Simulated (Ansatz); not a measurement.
Simulated (Ansatz). Plane-wave DFT: natural occupations of the f shells on orthogonalised atomic orbitals at the end of the run, rising, by spin; atoms or cell relaxed as the task says.

```
cell
1.0
    -4.2063    0.0000    4.1405
    -4.2063    0.0000   -4.1405
    -2.1031   -8.3246    0.0000
Eu Ge Ni
4 8 4
Direct
  0.4292 0.6792 0.7834
  0.9292 0.1792 0.7834
  0.5708 0.3208 0.2166
  0.0708 0.8208 0.2166
  0.6033 0.8533 0.0867
  0.1033 0.3533 0.0867
  0.3967 0.1467 0.9133
  0.8967 0.6467 0.9133
  0.7500 0.0000 0.5001
  0.2500 0.5000 0.5001
  0.2500 0.0000 0.4999
  0.7500 0.5000 0.4999
  0.5343 0.7843 0.3629
  0.0343 0.2843 0.3629
  0.4657 0.2157 0.6371
  0.9657 0.7157 0.6371
```

Starting moments (μB): Eu number 1 7.27, Eu number 2 7.27, Eu number 3 7.27, Eu number 4 7.27; others 0.

cell charge: 0 e
spin: collinear
scf start: atoms
lower state search: off
functional: PBEsol
wave cutoff: 420 eV
k mesh: 4, 4, 3
k shift: 0.5, 0.5, 0 mesh steps
gaussian smearing: 0.05 eV
task: single point

**Question.** How are the f shells occupied at the end?

**Answer.** 

```
shell atom  shell element  shell spin  shell occupation 1 (e)  shell occupation 2 (e)  shell occupation 3 (e)  shell occupation 4 (e)  shell occupation 5 (e)  shell occupation 6 (e)  shell occupation 7 (e)
         1             Eu          up                    0.92                    0.94                    0.94                    0.95                    0.96                    0.98                    0.99
         1             Eu        down                       0                       0                    0.01                    0.01                    0.01                    0.01                    0.01
         2             Eu          up                    0.92                    0.94                    0.94                    0.95                    0.96                    0.98                    0.99
         2             Eu        down                       0                       0                    0.01                    0.01                    0.01                    0.01                    0.01
         3             Eu          up                    0.92                    0.94                    0.94                    0.95                    0.96                    0.98                    0.99
         3             Eu        down                       0                       0                    0.01                    0.01                    0.01                    0.01                    0.01
         4             Eu          up                    0.92                    0.94                    0.94                    0.95                    0.96                    0.98                    0.99
         4             Eu        down                       0                       0                    0.01                    0.01                    0.01                    0.01                    0.01
```

Caveats: 4f shell without a U, which puts 4f levels too near the Fermi level; occupations loosely converged; open f or d shells may hold a state above the lowest.
